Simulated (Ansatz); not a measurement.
SrZrO3:
```xyz
5
Lattice="4.1112 0.0000 0.0000 0.0000 4.1112 0.0000 0.0000 0.0000 4.1922" Properties=species:S:1:pos:R:3 pbc="T T T"
Sr     2.0556     2.0556     2.3222
Zr     0.0000     0.0000     0.0170
O      0.0000     0.0000     2.0205
O      2.0556     0.0000     3.9910
O      0.0000     2.0556     3.9910
```

Relaxed with PBEsol. Special points in fractions of this cell's reciprocal vectors: Γ (0.000, 0.000, 0.000); X (0.000, 0.500, 0.000); M (0.500, 0.500, 0.000); Z (0.000, 0.000, 0.500); R (0.000, 0.500, 0.500); A (0.500, 0.500, 0.500).

Problem. List the band energies nearest the valence-band maximum at these points for PBEsol in the plane-wave PAW code Ansatz.

Solution. In eV from the valence-band maximum; about four levels below and three above (degenerate sets whole), none deeper than 8.9 eV; points with the same levels are listed once.

```tsv
k	below	above
Γ	-1.07 -1.07 -0.49 -0.49 -0.29	3.35 3.93 3.93
X	-1.77 -1.49 -0.69 -0.40	4.23 5.39 5.70
M	-1.33 -1.33 -0.64 -0.19	5.80 5.80 6.80 6.80
Z	-1.76 -1.76 -1.76 -0.35 -0.35	3.72 6.07 6.07
R	-1.48 -1.40 -0.62 0.00	5.87 6.09 6.47
A	-3.27 -3.27 -0.14 0.00 0.00	6.29 6.29 6.47
```

Space group P4mm. The workflow started from a Materials Project entry (that database holds measured and hypothetical structures alike); the Crystallography Open Database copy checked does not list it. COD files the formula under space group No. 62, 63, 221, so this cell is another polymorph or a model. Its standing as an ambient phase is unchecked. The PBEsol relaxation kept the symmetry of its start. At this level the phase is dynamically unstable (imaginary phonons). No spin polarisation was allowed. Spin–orbit coupling is left out wherever it is not named.

Potentials: the later of the program's two PAW sets.
